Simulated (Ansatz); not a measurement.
input.yaml (Ansatz)

```yaml
crystal:
  lattice:
    - [-2.7985947657, 2.7995484242, 1.1802399224]
    - [2.7995484242, -2.7985947657, 1.1802399224]
    - [1.5954432589, 1.5954432589, -1.1784932952]
  atoms:
    - { symbol: Mn, position: [0.0001364406, 0.9998635594, 0.0], spin: 3.0 }
    - { symbol: Mn, position: [0.7498635594, 0.2501364406, 0.5], spin: 3.0 }
hamiltonian:
  xc: mr2scan
  pseudopotentials:
    kind: paw
    azcp:
      Mn: "pseudopotentials/Mn.paw.azcp"
basis:
  ecutwfc: 500
  fft_grid_basis: typed
kpoints:
  mp_grid: { grid: [25, 25, 23], shift: [0, 0, 0] }
magnetization:
  spin_polarized: true
scf:
  occupations: { method: fermi_dirac, width: 0.05 }
```

Output

```
Engine: ansatz 0.2.0, aarch64-unknown-linux-gnu
Pseudopotentials: kind: paw
Pseudopotential: Mn, paw, valence charge 15, recommended cutoff 500 eV (meta_gga) 
Functional definition: m-r2SCAN
  exchange = m_r2scan_x
  correlation = m_r2scan_c
Crystal: 2 atoms, lattice volume = 21.089 Å³
Basis set: ecut = 500 eV, 543 PW (Γ), exchange–correlation on 128×128×80 points (64 copies of the dense FFT grid, shifted against one another)
Bands: 22, of which v1, the nominal top of the filled ones, is band 15 counted from 1 (14 counted from 0)
Symmetry: 4 space group operations
Space group: C2/c (ITA 15), of the structure as read, at distance tolerance 2.8e-5 Å
Magnetic group: BNS 15.85 (UNI 92), of the structure as read, at distance tolerance 2.8e-5 Å
k-points: 3744 of 14375
Non-local potential: Mn, projectors of the file, l = 0: 3, l = 1: 2, l = 2: 3, l = 3: 1
PAW form: soft (Blöchl's): semilocal exchange-correlation on the pseudo side does not see the compensation charge
PAW frozen core: Mn, regenerated for the run's functional (the file was generated under x = pbe(κ = 0.804, μ = 0.2195149727645171), c = pbe(β = 0.06672455060314922))
PAW one-centre angular grid: Mn, 590 points (default); XC on 160 Gauss nodes
Initial density: superposition of atomic densities (chi_scale 0.1, normalization cell)
Starting moments: Σ|m| = 6 μB on 2 of 2 sites
Initial wavefunctions: pseudopotential atomic-orbital guess
Functional: x = mr2scan, c = mr2scan; τ floored in thin density (d = 2e-4 eV/Å³)
SCF iter   1: F=—  HF=-7804.529203 eV  |F-HF|=—  |Δ(HF+E_count)|=         —  Δρ=1.79e-1 (↑1.79e-1 ↓5.60e-2)  dr2=3.86e0  dr2_τ=4.88e-2  dr2_m=2.17e0  M=3.852 μB ∫|m|=3.852 μB  β_m=0.84  ethr=3.10e-3  ⟨swp⟩=3.7  Hψ=590046  notcnv=0
Mixer restart at iter 1: flushing history
SCF iter   2: F=—  HF=-7803.345100 eV  |F-HF|=—  |Δ(HF+E_count)|=    1.18e0  Δρ=4.80e-2 (↑4.80e-2 ↓2.41e-2)  dr2=6.61e-1  dr2_τ=1.85e-2  dr2_m=8.72e-2  M=3.614 μB ∫|m|=3.636 μB  β_m=1.00  ethr=3.10e-3  ⟨swp⟩=3.1  Hψ=368301  notcnv=0  defer=7976  κ⁻¹=1.0e0(r=1)
SCF iter   3: F=—  HF=-7804.469599 eV  |F-HF|=—  |Δ(HF+E_count)|=    1.12e0  Δρ=1.76e-2 (↑1.38e-2 ↓1.76e-2)  dr2=2.28e-2  dr2_τ=1.27e-3  dr2_m=3.01e-2  M=3.265 μB ∫|m|=3.321 μB  β_m=1.00  ethr=2.20e-3  ⟨swp⟩=2.4  Hψ=259395  notcnv=0  defer=7977  κ⁻¹=7.6e-2(r=2)
SCF iter   4: F=—  HF=-7808.955902 eV  |F-HF|=—  |Δ(HF+E_count)|=         —  Δρ=2.77e-1 (↑2.77e-1 ↓2.34e-1)  dr2=3.98e-1  dr2_τ=1.77e-1  dr2_m=1.26e1  M=-0.906 μB ∫|m|=0.906 μB  β_m=1.00  ethr=7.61e-5  ⟨swp⟩=2.4  Hψ=278613  notcnv=0  defer=7972
Mixer restart at iter 4: flushing history
SCF iter   5: F=—  HF=-7807.591970 eV  |F-HF|=—  |Δ(HF+E_count)|=    1.36e0  Δρ=8.04e-2 (↑8.04e-2 ↓7.16e-2)  dr2=3.21e0  dr2_τ=6.66e-3  dr2_m=9.35e-3  M=-0.694 μB ∫|m|=0.694 μB  β_m=1.00  ethr=1.67e-4  ⟨swp⟩=3.7  Hψ=409290  notcnv=0  defer=7980
SCF iter   6: F=—  HF=-7806.714169 eV  |F-HF|=—  |Δ(HF+E_count)|=   8.78e-1  Δρ=3.17e-2 (↑3.17e-2 ↓2.44e-2)  dr2=1.94e-2  dr2_τ=1.29e-2  dr2_m=1.49e-1  M=-0.223 μB ∫|m|=0.225 μB  β_m=0.43  ethr=1.67e-4  ⟨swp⟩=3.4  Hψ=441251  notcnv=0  defer=2456  κ⁻¹=1.0e0(r=1)
...
SCF iter  19: F=—  HF=-7806.751050 eV  |F-HF|=—  |Δ(HF+E_count)|=   5.80e-8  Δρ=1.27e-6 (↑1.05e-6 ↓1.27e-6)  dr2=4.05e-11  dr2_τ=4.78e-12  dr2_m=2.19e-10  M=0.000 μB ∫|m|=0.000 μB  β_m=1.00  ethr=1.00e-12  ⟨swp⟩=3.6  Hψ=349169  notcnv=0  defer=2741  κ⁻¹=3.7e-8(r=8)
SCF iter  20: F=—  HF=-7806.751050 eV  |F-HF|=—  |Δ(HF+E_count)|=   1.29e-9  Δρ=2.39e-6 (↑2.39e-6 ↓2.23e-6)  dr2=8.64e-12  dr2_τ=1.58e-11  dr2_m=1.02e-9  M=0.000 μB ∫|m|=0.000 μB  β_m=1.00  ethr=1.00e-12  ⟨swp⟩=1.1  Hψ=417261  notcnv=0  κ⁻¹=1.7e-8(r=8)
SCF iter  21: F=—  HF=-7806.751050 eV  |F-HF|=—  |Δ(HF+E_count)|=   1.39e-9  Δρ=4.99e-7 (↑4.13e-7 ↓4.99e-7)  dr2=2.37e-12  dr2_τ=6.13e-13  dr2_m=3.90e-11  M=0.000 μB ∫|m|=0.000 μB  β_m=1.00  ethr=1.00e-12  ⟨swp⟩=3.0  Hψ=323544  notcnv=0  κ⁻¹=1.8e-7(r=8)
SCF iter  22: F=-7806.751050 eV  HF=-7806.751050 eV  |F-HF|=9.09e-13  |Δ(HF+E_count)|=  4.00e-11  Δρ=9.57e-8 (↑9.57e-8 ↓8.39e-8)  dr2=5.91e-13  dr2_τ=2.73e-14  dr2_m=9.08e-13  M=-0.000 μB ∫|m|=0.000 μB  ethr=1.00e-12  ⟨swp⟩=2.0  Hψ=290737  notcnv=0
SCF 1 converged in 22 iterations: F = -7806.751050 eV  dr2 = 5.91e-13
WARN: the starting moments were not kept: the SCF closed with an absolute magnetisation of 2.7e-6 μB, where they sum to 6 μB in size (2 sites). That is at most 0.1 of that sum. Measured as dr2_m measures the in/out step, that magnetisation stands 4.8e-12 eV from none, at or under the dr2_threshold of 1.0e-7 eV: it is no larger than a step whose dr2_m would equal this threshold. The system may hold no moment; this SCF shows only that its start led to no more than that. To try another start: raise the starting moments (crystal.atoms[].spin, magnetization.per_species, magnetization.initial_magnetization, or on a non-collinear deck that types none of these the spinor_matrix: blocks that start its atoms; where the total moment is fixed, keep their sum and leave initial_magnetization as it is; typed ones take the place of any that the run laid by itself, positive ones on a crystal's lanthanoids without a Hubbard term where scf.initial_density.shell_occupations: [] is typed) or, if the notice of its spin-set hold's release reads "site moments contracting" or "site moments show no strong build", lengthen the hold (scf.mixing.spin_hold: { on: { confirm: 4 } }; for m-r²SCAN on two components see the key's manual first). Each may lead to a state that holds a moment. A second SCF, from the converged charge density, with the starting moments and any scf.initial_density.shell_occupations laid on it anew, would have followed, and was not run: the deck does not ask for one (magnetization.retry_lost_moments is false, the default). To let it run, set magnetization.retry_lost_moments: true and run the deck again, where that key's refused combinations let it; where memory then withholds it, that run's warning says so.
this state was not tested for a lower state beside it, because the mixer in use, unlike msr1, does not test its closes by its own steps (another_mixer; see scf.mixing.algorithm and scf.lower_state_search)
SCF converged after 22 iterations
Magnetization: -0.0000 μB (15.0000 up, 15.0000 down)
Absolute magnetization: 0.0000 μB (∫|ρ↑−ρ↓|, with the PAW one-centre terms)
Spin contamination: 0.0000 ħ² per cell (⟨S²⟩ above its minimum at these occupations)
Per-site moments (μB) at R_I (Å): [(-1.2837713300327608e-6, 0.9702407136553994), (-1.2837713300815691e-6, 0.9702407136553994)]
Free energy (F): -7806.751050 eV
Harris-Foulkes:  -7806.751050 eV  (|F-HF|=9.09e-13)
Internal energy: -7806.721574 eV  (E = F + TS)
E sigma→0 (E₀):  -7806.736312 eV
Entropy (-TS):   -0.029476 eV (-14.738 meV/atom)
Fermi energy:    20.913608 eV
--- Per-component energies (eV) ---
  E_band       = -341.113261
  E_kinetic    = 618.624132
  E_local      = -3092.581831  (includes V_loc(G=0)·N_el)
  E_nonlocal   = 474.610421
  E_hartree    = 1290.578112
  E_xc         = -224.222006
  E_vxc        = -330.720998  (∫ρ·V_xc dr)
  E_paw        = -2611.388530  (= ΣΔE_a)
  E_vpaw       = -615.004224  (= ΣTr[D̂ρ^β])
  E_aug_tail   = -0.000009  (compensation charges beyond the density's cutoff)
  E_vtau       = 22.803048  (kinetic-family band-sum trace: ∫τ·v_τ [+ j·A + Jᵃ·Aᵃ] dr)
  E_ewald      = -4261.775777
  E_core_change = -0.566086  (= ΣΔE_core)
  E_smearing   = -0.029476  (= −TS)
  E_closure    = 0.000000  (closes the sum)
  Σ components = -7806.751050   (vs F -7806.751050, Δ=0.00e0)
```

Command:

```sh
ansatz run input.yaml --threads 2 --pin off --max-ram 5120MiB --backend cpu --events-out ev --progress --plain --runs-dir out
```

On 2 threads of Arm Neoverse V1 (shared host) this took about 570 s of wall time and 1100 s of CPU time, with 3.2 GiB at the peak.
